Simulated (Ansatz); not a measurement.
Relaxed Ge (diamond):

```
CELL_PARAMETERS angstrom
      0.00000     5.76168     5.76168
      2.88084     0.00000     2.88084
      2.88084     2.88084     0.00000
ATOMIC_POSITIONS crystal
  Ge 0.25000 0.50000 0.50000
  Ge 0.75000 0.50000 0.50000
  Ge 0.37500 0.75000 0.75000
  Ge 0.87500 0.75000 0.75000
```

A phonon eigenvector at L = (0.5, 0.0, 0.0) is frozen into this cell: atom i moves by Q times the vector below, so Q is the largest atomic displacement, in Å. The cell is held. It is one choice among 2 degenerate patterns. (q is in reciprocal vectors of the primitive cell; the cell shown is doubled to hold the pattern.)

| atom | x | y | z |
|---|---|---|---|
| Ge1 | 0.285 | -0.520 | 0.805 |
| Ge2 | -0.285 | 0.520 | -0.805 |
| Ge3 | 0.285 | -0.520 | 0.805 |
| Ge4 | -0.285 | 0.520 | -0.805 |

Method: PBE (plane waves to 420 eV, PAW, scalar-relativistic; Ansatz, a first-principles code). k mesh 7×14×14 (Γ-centred), Fermi-Dirac smearing 0.05 eV. With partly filled bands, energies and forces of such displacements shift with the k mesh and the smearing. Ge was relaxed with its symmetry unable to fall. 

| Q (Å) | −dE/dQ from forces (eV/Å) |
|---|---|
| -0.180 | 0.719 |
| -0.150 | 0.590 |
| -0.120 | 0.465 |
| -0.090 | 0.344 |
| -0.060 | 0.228 |
| -0.030 | 0.113 |
| 0.000 | 0.000 |
| 0.030 | -0.113 |
| 0.060 | -0.228 |
| 0.090 | -0.344 |
| 0.120 | -0.465 |
| 0.150 | -0.590 |
| 0.180 | -0.719 |

### Question
What harmonic wavenumber does the curvature at Q = 0 give?

### Answer
59 cm⁻¹. E″ = 3.76 eV/Å², M = Σ mᵢ|uᵢ|² = 290.5 u, ν̃ = 521.5·√(|E″|/M).

(A displaced cell: forces are minus the slopes of the energy, force constants its curvatures, and phonons follow from these.)
